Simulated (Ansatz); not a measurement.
The relaxation started from an entry of Materials Project.

A relaxed cell of Mg(AlC)2 (P-3m1 (No. 164)), relaxed on a k-mesh at least as fine as the one used below. The numbers are results of r2SCAN (plane waves to 500 eV, PAW, scalar-relativistic; Ansatz, a program for electronic structure), not measurements. Γ-centred k-mesh 8×8×2 on the run's cell (coarser than for final values), Fermi–Dirac smearing 0.05 eV.

```xyz
10
Lattice="3.3726 0.0000 0.0000 -1.6863 2.9208 0.0000 0.0000 0.0000 11.5695" Properties=species:S:1:pos:R:3 pbc="T T T"
Mg     0.0000     0.0000     0.0000
Mg     0.0000     0.0000     5.7847
Al     1.6863     0.9736     2.0278
Al     1.6863     0.9736     7.8125
Al     0.0000     1.9472     3.7569
Al     0.0000     1.9472     9.5417
C      0.0000     1.9472     1.5639
C      0.0000     1.9472     7.3487
C      1.6863     0.9736     4.2208
C      1.6863     0.9736    10.0055
```

The atoms are displaced by (Å):

```json
[
 {"atom": "Mg1", "ux": "0.000", "uy": "0.034", "uz": "0.032"},
 {"atom": "Mg2", "ux": "-0.029", "uy": "-0.150", "uz": "-0.038"},
 {"atom": "Al3", "ux": "0.059", "uy": "-0.032", "uz": "0.043"},
 {"atom": "Al4", "ux": "-0.010", "uy": "0.145", "uz": "0.068"},
 {"atom": "Al5", "ux": "-0.108", "uy": "-0.101", "uz": "-0.147"},
 {"atom": "Al6", "ux": "0.072", "uy": "-0.106", "uz": "0.000"},
 {"atom": "C7", "ux": "-0.111", "uy": "0.090", "uz": "0.037"},
 {"atom": "C8", "ux": "-0.052", "uy": "0.023", "uz": "0.016"},
 {"atom": "C9", "ux": "0.006", "uy": "-0.100", "uz": "0.053"},
 {"atom": "C10", "ux": "-0.167", "uy": "0.004", "uz": "-0.154"}
]
```

**Question.** What forces (eV/Å) and pressure result?

**Answer.** 
| atom | Fx | Fy | Fz |
|---|---|---|---|
| Mg1 | 0.11 | -0.23 | -0.52 |
| Mg2 | -0.04 | 0.45 | 0.39 |
| Al3 | -2.18 | 0.73 | -0.32 |
| Al4 | -0.48 | -2.17 | -2.05 |
| Al5 | 1.84 | 0.86 | 3.39 |
| Al6 | -5.58 | 3.73 | -1.30 |
| C7 | 1.22 | -1.57 | -1.24 |
| C8 | 0.76 | 0.84 | 0.01 |
| C9 | -0.87 | -0.02 | -1.80 |
| C10 | 5.24 | -2.63 | 3.43 |

Pressure +6.6 GPa.

**Question.** Estimate the energy cost of the displacement in the harmonic approximation and compare with the calculation.

**Answer.** For a harmonic well ΔE = −½ Σ F·u = 2.077 eV a cell, or 208 meV/atom. The calculated energy relative to the undisplaced cell is +0.192 eV/atom, so the harmonic estimate holds well.

No spin polarisation in the result.

The run that gave the undisplaced cell could not lose the symmetry of its start; a randomly shaken copy of 5 atoms returns to this structure.
